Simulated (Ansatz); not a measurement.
Ansatz (an electronic-structure program) input:

Ansatz 0.2 input:
```yaml
crystal:
  lattice:
    - [4.9551571781, 0.0, 0.0]
    - [0.0, 5.019996127, 0.0]
    - [-0.8967508646, 0.0, 5.091379557]
  atoms:
    - { symbol: Nb, position: [0.2940398714, 0.4510875505, 0.7184862459] }
    - { symbol: Nb, position: [0.7059601286, 0.5489124495, 0.2815137541] }
    - { symbol: Nb, position: [0.7059601286, 0.9510875505, 0.7815137541] }
    - { symbol: Nb, position: [0.2940398714, 0.0489124495, 0.2184862459] }
    - { symbol: N, position: [0.4410956348, 0.7451586187, 0.9776807627] }
    - { symbol: N, position: [0.5589043652, 0.2548413813, 0.0223192373] }
    - { symbol: N, position: [0.5589043652, 0.2451586187, 0.5223192373] }
    - { symbol: N, position: [0.4410956348, 0.7548413813, 0.4776807627] }
    - { symbol: O, position: [0.0614085336, 0.3234854439, 0.3482076728] }
    - { symbol: O, position: [0.9385914664, 0.6765145561, 0.6517923272] }
    - { symbol: O, position: [0.9385914664, 0.8234854439, 0.1517923272] }
    - { symbol: O, position: [0.0614085336, 0.1765145561, 0.8482076728] }
kpoints:
  mp_grid: { grid: [4, 3, 3] }
hamiltonian:
  xc: hse06
  pseudopotentials: { kind: paw }
scf:
  n_extra_bands: 12
  occupations: { method: fixed }
output:
  eigenvalues: true
  eigenstates:
    e_range: [-9.0, 10.4]
    kpoints:
      - [0.0, 0.302083, 0.0]  # VBM
      - [0.5, 0.0, 0.0]  # CBM
      - [0.0, 0.0, 0.0]  # GAMMA
      - [0.0, 0.5, 0.0]  # Z
      - [0.0, 0.0, 0.5]  # B
      - [-0.5, 0.0, 0.0]  # Y_2
      - [-0.5, 0.5, 0.0]  # C_2
      - [0.0, 0.5, 0.5]  # D
      - [-0.5, 0.0, 0.5]  # A
      - [-0.5, 0.5, 0.5]  # E
```

Output (shortened):

```
Pseudopotentials: kind: paw
Pseudopotential: Nb, paw, valence charge 13
Pseudopotential: N, paw, valence charge 5
Pseudopotential: O, paw, valence charge 6
Functional definition: HSE06
davidson cushion auto → on  (no smearing: the cushion is to keep the highest requested band from converging to the state above it …
Crystal: 12 atoms, lattice volume = 126.647 Å³
Basis set: ecut = 420 eV, 2479 PW (Γ)
Bands: 60, of which v1, the nominal top of the filled ones, is band 48 counted from 1 (47 counted from 0)
Symmetry: 4 space group operations
Space group: P21/c (ITA 14), of the structure as read, at distance tolerance 5.0e-5 Å
k-points: 14 of 36
PAW frozen core: Nb, regenerated for the run's functional, and the local potential with it
PAW frozen core: N, regenerated for the run's functional, and the local potential with it
PAW frozen core: O, regenerated for the run's functional, and the local potential with it
Initial wavefunctions: pseudopotential atomic-orbital guess
Eigensolver: davidson
Functional: x = pbe(κ = 0.804, μ = 0.2195149727645171), c = pbe(β = 0.06672455060314922), warm-up for x = pbe(κ = 0.804, μ = 0.2195149727645171) + 0.25 (exact …
SCF iter   1: F=—  HF=-22025.720535 eV  |F-HF|=—  |Δ(HF+E_count)|=         —  Δρ=5.53e-3  dr2=9.18e-3  ethr=1.77e-3  ⟨swp⟩=6.1  Hψ=3784  notcnv=0
preconditioner: auto → none
SCF iter   2: F=—  HF=-22025.734540 eV  |F-HF|=—  |Δ(HF+E_count)|=   1.40e-2  Δρ=2.91e-3  dr2=3.79e-3  ethr=9.57e-6  ⟨swp⟩=4.1  Hψ=2860  notcnv=0  defer=1
SCF iter   3: F=—  HF=-22025.738788 eV  |F-HF|=—  |Δ(HF+E_count)|=   4.25e-3  Δρ=2.26e-3  dr2=7.39e-3  ethr=3.95e-6  ⟨swp⟩=3.0  Hψ=2397  notcnv=0
iter 4 solved again at ethr=9.45e-8 eV; its pass at ethr=3.95e-6 eV (dr2=9.07e-5 eV) is discarded
SCF iter   4: F=-22025.738133 eV  HF=-22025.738156 eV  |F-HF|=2.30e-5  |Δ(HF+E_count)|=   6.32e-4  Δρ=3.57e-4  dr2=9.15e-5  ethr=9.45e-8  ⟨swp⟩=3.0  Hψ=4212  notcnv=0
SCF 1 stopped early in 4 iterations: F = -22025.738133 eV  dr2 = 9.15e-5
Crystal: 12 atoms, lattice volume = 126.647 Å³
Initial density: handed on by an earlier stage of this run
Initial wavefunctions: those handed on with the density
Functional: x = pbe(κ = 0.804, μ = 0.2195149727645171) + 0.25 (exact − pbe) at short range (hse, ω = 0.20786987370883472 Å⁻¹), c = pbe(β = 0.06672455060314922); HSE06 as pw.x's `hse` composes it (authors' and Libxc's form: `xc: wpbeh`)
Exchange kernel: α = 0.2500, screened, ω = 0.2079 Å⁻¹, Wigner–Seitz truncation, v(0) = 1034.9571 eV·Å³, q-mesh 4×3×3, nearest image of the exchange supercell L …
Frozen-core exchange: fock
SCF iter   1: F=—  HF=-22033.277871 eV  |F-HF|=—  |Δ(HF+E_count)|=         —  Δρ=2.02e-2  dr2=8.39e-1  ethr=9.53e-7  ⟨swp⟩=7.0  Hψ=4592  notcnv=0
preconditioner: auto → none
SCF iter   2: F=—  HF=-22033.130887 eV  |F-HF|=—  |Δ(HF+E_count)|=   1.47e-1  Δρ=1.85e-2  dr2=4.34e-1  ethr=9.53e-7  ⟨swp⟩=5.8  Hψ=4271  notcnv=0
SCF iter   3: F=—  HF=-22033.039473 eV  |F-HF|=—  |Δ(HF+E_count)|=   9.14e-2  Δρ=3.82e-3  dr2=2.07e-2  ethr=9.53e-7  ⟨swp⟩=5.0  Hψ=3745  notcnv=0
SCF iter   4: F=—  HF=-22033.102467 eV  |F-HF|=—  |Δ(HF+E_count)|=   6.30e-2  Δρ=3.10e-3  dr2=1.57e-2  ethr=9.53e-7  ⟨swp⟩=4.0  Hψ=3295  notcnv=0
SCF iter   5: F=—  HF=-22033.098608 eV  |F-HF|=—  |Δ(HF+E_count)|=   3.86e-3  Δρ=1.13e-3  dr2=2.31e-3  ethr=9.53e-7  ⟨swp⟩=4.0  Hψ=2879  notcnv=0
SCF iter   6: F=—  HF=-22033.098221 eV  |F-HF|=—  |Δ(HF+E_count)|=   3.88e-4  Δρ=4.58e-4  dr2=2.38e-4  ethr=9.53e-7  ⟨swp⟩=3.0  Hψ=2293  notcnv=0
SCF iter   7: F=—  HF=-22033.099225 eV  |F-HF|=—  |Δ(HF+E_count)|=   1.00e-3  Δρ=3.53e-4  dr2=1.61e-4  ethr=1.33e-7  ⟨swp⟩=3.8  Hψ=2707  notcnv=0
SCF iter   8: F=-22033.099183 eV  HF=-22033.099188 eV  |F-HF|=5.18e-6  |Δ(HF+E_count)|=   3.74e-5  Δρ=7.66e-5  dr2=1.06e-5  ethr=1.33e-7  ⟨swp⟩=3.0  Hψ=1881  notcnv=0
SCF 2 stopped early in 8 iterations: F = -22033.099183 eV  dr2 = 1.06e-5
hybrid outer 1: dexx = +7.311e-2 eV, tail = 1.02e-4 eV
Crystal: 12 atoms, lattice volume = 126.647 Å³
Exchange kernel: α = 0.2500, screened, ω = 0.2079 Å⁻¹, Wigner–Seitz truncation, v(0) = 1034.9571 eV·Å³, q-mesh 4×3×3, nearest image of the exchange supercell L …
Frozen-core exchange: fock
SCF iter   1: F=—  HF=-22033.098220 eV  |F-HF|=—  |Δ(HF+E_count)|=         —  Δρ=5.93e-5  dr2=4.20e-6  ethr=5.29e-7  ⟨swp⟩=3.0  Hψ=2093  notcnv=0
preconditioner: auto → none
iter 2 solved again at ethr=1.87e-10 eV; its pass at ethr=3.44e-9 eV (dr2=1.80e-7 eV) is discarded
SCF iter   2: F=—  HF=-22033.098220 eV  |F-HF|=—  |Δ(HF+E_count)|=   1.39e-7  Δρ=2.25e-5  dr2=4.09e-7  ethr=1.87e-10  ⟨swp⟩=2.4  Hψ=4429  notcnv=0
SCF iter   3: F=—  HF=-22033.098222 eV  |F-HF|=—  |Δ(HF+E_count)|=   1.99e-6  Δρ=1.37e-5  dr2=2.62e-7  ethr=1.87e-10  ⟨swp⟩=5.1  Hψ=2875  notcnv=0
SCF iter   4: F=-22033.098222 eV  HF=-22033.098222 eV  |F-HF|=2.81e-9  |Δ(HF+E_count)|=   6.49e-8  Δρ=2.80e-6  dr2=8.21e-9  ethr=1.87e-10  ⟨swp⟩=3.0  Hψ=2200  notcnv=0
SCF 3 converged in 4 iterations: F = -22033.098222 eV  dr2 = 8.21e-9
hybrid outer 2: dexx = +2.306e-6 eV, tail = 3.93e-8 eV, Δε = 1.29e-3 eV (about 2.72e-5 eV left of the loop's levels)
NSCF: frozen V_eff on 10 k-points
hybrid SCF converged: 2 outer / 12 inner (+4 warm-up), last move |dexx| = 2.31e-6 eV, tail = 3.93e-8 eV
Stability not checked (fock_operator)
Free energy (F): -22033.098222 eV
Frozen-core exchange: fock
Harris-Foulkes:  -22033.098222 eV  (|F-HF|=2.81e-9)
Internal energy: -22033.098222 eV  (E = F + TS)
E sigma→0 (E₀):  -22033.098222 eV
Fermi energy:    12.397471 eV
--- Per-component energies (eV) ---
  E_band       = -517.871417
  E_kinetic    = 2810.235292
  E_local      = -5016.374048  (includes V_loc(G=0)·N_el)
  E_nonlocal   = 817.182588
  E_hartree    = 1615.280179
  E_xc         = -997.568239
  E_vxc        = -1226.213379  (∫ρ·V_xc dr)
  E_exx        = -277.466245  (= α·E_x^exact, valence–valence)
  E_paw        = -13401.455780  (= ΣΔE_a)
  E_vpaw       = -578.342529  (= ΣTr[D̂ρ^β])
  E_aug_tail   = 0.010146  (compensation charges beyond the density's cutoff)
  E_ewald      = -7581.076601
  E_core_change = -1.865513  (= ΣΔE_core)
  E_smearing   =  0.000000  (= −TS)
  E_closure    = 0.000000  (closes the sum)
  Σ components = -22033.098222   (vs F -22033.098222, Δ=0.00e0)
  [band-id]    e_kinetic+e_local+e_nonlocal+2·e_hartree+e_vxc+2·e_exx+e_vpaw+e_augmentation_tail = -517.874064   (vs E_band -517.871417, Δ=-2.65e-3)
--- Band table (eV; the first three rows and the last of 14) ---
  k-point 0: bands = ["-46.2629", "-46.1964", "-46.1931", "-46.1893", "-21.2998", "-21.2863", "-21.2831", "-21.0192", "-21.0032", "-20.9057", "-20.8663", "-20.8180", "-20.8157", "-20.7813", "-20.7018", "-20.6460", "-7.5813", "-6.7151", "-6.6667", "-6.6271", "-2.6756", "-1.7978", "-1.7699", "-1.6901", "5.3759", "5.4261", "6.0330", "6.2577", "6.5184", "6.5187", "7.2667", "7.5575", "8.1111", "8.2062", "8.4771", "8.4871", "9.3976", "9.6290", "9.7557", "10.0358", "10.7490", "10.7735", "11.1814", "11.3376", "11.4591", "11.5657", "11.9090", "12.3849", "15.2427", "15.7377", "16.1986", "16.3342", "17.0423", "17.1560", "17.6560", "17.8659", "18.0179", "18.7833", "19.5032", "19.5052"]
  k-point 1: bands = ["-46.2464", "-46.2134", "-46.1918", "-46.1901", "-21.2590", "-21.2170", "-21.1786", "-21.1262", "-21.0499", "-20.8867", "-20.8650", "-20.8595", "-20.7969", "-20.7551", "-20.7360", "-20.7171", "-7.3136", "-6.8885", "-6.6653", "-6.5840", "-2.6000", "-2.1898", "-1.7516", "-1.7188", "5.8151", "5.8392", "6.1848", "6.2949", "6.9395", "7.1062", "7.4026", "7.4190", "7.6323", "8.4476", "8.4618", "8.8112", "9.1013", "9.1616", "9.5691", "9.8464", "10.1402", "10.1561", "10.6390", "10.7343", "11.3048", "11.4884", "12.1587", "12.2435", "15.6877", "15.9915", "16.0191", "16.6463", "17.3652", "17.5251", "17.8207", "17.9267", "18.5126", "18.5408", "19.2926", "19.5078"]
  k-point 2: bands = ["-46.2480", "-46.2160", "-46.1920", "-46.1856", "-21.2344", "-21.2192", "-21.1819", "-21.0593", "-21.0566", "-20.9854", "-20.9030", "-20.8396", "-20.7947", "-20.7913", "-20.7237", "-20.6649", "-7.3046", "-6.8883", "-6.5846", "-6.5826", "-2.6095", "-2.1501", "-1.7948", "-1.7789", "5.6186", "5.6557", "6.0772", "6.4792", "6.7210", "6.7814", "6.9955", "7.1710", "7.7197", "8.2121", "8.8399", "9.1179", "9.3429", "9.6804", "9.7869", "9.9380", "10.2071", "10.2580", "10.5908", "11.2548", "11.3712", "11.7371", "12.0949", "12.3975", "15.6356", "15.8953", "16.1440", "16.9187", "16.9244", "17.3085", "17.5651", "17.9400", "18.0164", "18.8398", "18.8736", "19.0893"]
  k-point 13: bands = ["-46.2291", "-46.2130", "-46.2039", "-46.1957", "-21.2814", "-21.2699", "-21.2472", "-21.1939", "-20.9595", "-20.8723", "-20.8552", "-20.8242", "-20.7719", "-20.7469", "-20.7349", "-20.6991", "-7.0831", "-6.9410", "-6.6843", "-6.6253", "-2.6004", "-2.0614", "-2.0082", "-1.8326", "6.1314", "6.2827", "6.3508", "6.6627", "6.6954", "7.0661", "7.4710", "7.7366", "7.8397", "8.4699", "8.5951", "8.9691", "9.1167", "9.2511", "9.5570", "9.6785", "9.9796", "10.1957", "10.3430", "10.4584", "10.9527", "11.3526", "11.5801", "11.8588", "15.3970", "15.6857", "15.9176", "16.5763", "16.9341", "17.1647", "17.4354", "17.5911", "18.2596", "18.4455", "19.1532", "19.3925"]
  band table: 60 of 60 bands, residual norms ≤ 1.0e-3 eV
```

Cost: roughly 4 core-minutes on shared cores.

The points marked VBM and CBM come from a semilocal run.

Space group P2_1/c. The workflow started from a Materials Project entry (that database holds measured and hypothetical structures alike); the Crystallography Open Database files this formula in space group No. 14, but the cells were not matched. Whether it is the stable phase at ambient conditions was not checked. Symmetry was held in the PBEsol relaxation; whether a distortion lowers the energy is not shown. No spin polarisation was allowed. Spin–orbit coupling is left out wherever it is not named.

Potentials: the later of the program's two PAW sets.

Ansatz is a plane-wave DFT program.
